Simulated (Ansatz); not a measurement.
Ni7Ge4:
```cif
data_Ge4Ni7
_chemical_formula_sum 'Ni7 Ge4'
_space_group_name_H-M_alt 'P-6m2'
_space_group_IT_number 187
_space_group_name_Hall 'P -6 2'
_cell_length_a 3.93007
_cell_length_b 3.93007
_cell_length_c 9.87510
_cell_angle_alpha 90.000
_cell_angle_beta 90.000
_cell_angle_gamma 120.000
loop_
_atom_site_label
_atom_site_type_symbol
_atom_site_symmetry_multiplicity
_atom_site_Wyckoff_symbol
_atom_site_fract_x
_atom_site_fract_y
_atom_site_fract_z
_atom_site_occupancy
Ni1 Ni 2 g 0.00000 0.00000 0.37354 1
Ni2 Ni 2 g 0.00000 0.00000 0.12153 1
Ni3 Ni 1 f 0.66667 0.33333 0.50000 1
Ni4 Ni 2 h 0.33333 0.66667 0.24549 1
Ge1 Ge 2 i 0.66667 0.33333 0.24152 1
Ge2 Ge 1 c 0.33333 0.66667 0.00000 1
Ge3 Ge 1 d 0.33333 0.66667 0.50000 1
```

Relaxed with PBEsol.

Task: Which orbitals make up the states near the Fermi level in PBEsol in the plane-wave PAW code Ansatz?

Result: Within 0.5 eV of the Fermi level: Ni 3d 71 %, Ge 4p 21 %. Projections are on Löwdin-orthogonalised atomic valence shells; empty p or d shells of many metals are not among them.

Task: Tabulate the density of states.

Result: States/eV per cell of 11 atoms, in 0.25 eV bins, energy from the Fermi level.

| E (eV) | total | Ni 3d | Ge 4p | Ni 4s |
|---|---|---|---|---|
| -7.85 | 0.00 | 0.00 | 0.00 | 0.00 |
| -7.60 | 0.00 | 0.00 | 0.00 | 0.00 |
| -7.35 | 0.14 | 0.02 | 0.07 | 0.03 |
| -7.10 | 1.19 | 0.18 | 0.64 | 0.31 |
| -6.85 | 2.50 | 0.40 | 1.26 | 0.63 |
| -6.60 | 3.42 | 0.63 | 1.72 | 0.70 |
| -6.35 | 2.61 | 0.56 | 1.31 | 0.46 |
| -6.10 | 4.00 | 0.94 | 2.05 | 0.65 |
| -5.85 | 4.61 | 1.25 | 2.31 | 0.62 |
| -5.60 | 2.73 | 0.89 | 1.23 | 0.34 |
| -5.35 | 3.33 | 1.17 | 1.48 | 0.43 |
| -5.10 | 4.90 | 1.90 | 2.11 | 0.58 |
| -4.85 | 5.15 | 2.43 | 2.06 | 0.43 |
| -4.60 | 7.12 | 3.81 | 2.67 | 0.45 |
| -4.35 | 9.54 | 5.36 | 3.37 | 0.57 |
| -4.10 | 10.86 | 6.85 | 3.39 | 0.39 |
| -3.85 | 9.24 | 5.93 | 2.90 | 0.19 |
| -3.60 | 8.88 | 6.34 | 2.11 | 0.22 |
| -3.35 | 11.09 | 9.22 | 1.27 | 0.30 |
| -3.10 | 21.93 | 19.19 | 1.83 | 0.31 |
| -2.85 | 15.44 | 13.71 | 1.01 | 0.24 |
| -2.60 | 20.72 | 18.59 | 1.26 | 0.24 |
| -2.35 | 16.27 | 14.84 | 0.95 | 0.17 |
| -2.10 | 20.53 | 18.87 | 1.10 | 0.18 |
| -1.85 | 14.91 | 13.89 | 0.49 | 0.16 |
| -1.60 | 18.34 | 17.30 | 0.51 | 0.15 |
| -1.35 | 36.25 | 34.40 | 0.79 | 0.30 |
| -1.10 | 20.70 | 19.27 | 0.68 | 0.23 |
| -0.85 | 14.10 | 12.96 | 0.69 | 0.18 |
| -0.60 | 10.43 | 9.03 | 0.93 | 0.21 |
| -0.35 | 5.39 | 4.13 | 0.86 | 0.15 |
| -0.10 | 6.42 | 4.64 | 1.30 | 0.17 |
| 0.15 | 6.39 | 4.31 | 1.44 | 0.18 |
| 0.40 | 3.68 | 2.14 | 1.04 | 0.13 |
| 0.65 | 3.46 | 1.81 | 1.05 | 0.13 |
| 0.90 | 3.83 | 1.81 | 1.21 | 0.15 |
| 1.15 | 4.60 | 1.97 | 1.57 | 0.19 |
| 1.40 | 3.34 | 1.29 | 1.30 | 0.15 |
| 1.65 | 3.30 | 1.16 | 1.38 | 0.15 |
| 1.90 | 3.43 | 1.11 | 1.52 | 0.20 |
| 2.15 | 4.03 | 1.20 | 1.85 | 0.31 |
| 2.40 | 3.61 | 0.94 | 1.72 | 0.32 |
| 2.65 | 3.96 | 0.96 | 1.96 | 0.35 |
| 2.90 | 3.30 | 0.67 | 1.63 | 0.37 |
| 3.15 | 2.74 | 0.57 | 1.28 | 0.42 |
| 3.40 | 3.47 | 0.69 | 1.82 | 0.46 |
| 3.65 | 3.97 | 0.72 | 2.05 | 0.68 |
| 3.90 | 3.96 | 0.66 | 2.04 | 0.74 |
| 4.15 | 3.54 | 0.50 | 1.49 | 0.94 |
| 4.40 | 3.24 | 0.40 | 1.15 | 0.94 |
| 4.65 | 3.86 | 0.44 | 1.29 | 1.16 |

The workflow started from a Materials Project entry (that database holds measured and hypothetical structures alike); the Crystallography Open Database copy checked does not list it. Its standing as an ambient phase is unchecked. The cell was relaxed with PBEsol under the symmetry of its start; of distortions, only those at the zone centre were tested. The run is not spin-polarised. Scalar-relativistic: spin–orbit coupling is off unless named, which matters more the heavier the elements.

Potentials: the later of the program's two PAW sets.
